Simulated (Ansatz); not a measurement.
Q: Name crystals whose computed values (DFT-r²SCAN in the program Ansatz with PAW potentials) fall in these windows: highest Γ mode, no LO–TO term (cm⁻¹) 490 to 600; B₀ by P(V) fit (GPa) 100 to 130.

A: 

```csv
crystal,"highest Γ mode, no LO–TO term (cm⁻¹)",B₀ by P(V) fit (GPa)
"TaF3, ReO3 type",548,115
"ZnCdO2, P3m1 (Zn on 1a, Cd on 1c, O on 1c, O on 1a)",548,118
```
Others may fit too.

Standing as an ambient phase not checked: TaF3, ReO3 type; ZnCdO2, P3m1 (Zn on 1a, Cd on 1c, O on 1c, O on 1a). Unstable at this level: TaF3, ReO3 type. All cells were relaxed under the symmetry of their starts (and spin orders); stability against distortions was not tested throughout. Rows with no word on spin ran without spin polarisation. Scalar-relativistic: spin–orbit coupling is off unless named, which matters more the heavier the elements.

Potentials: the later of the program's two PAW sets.
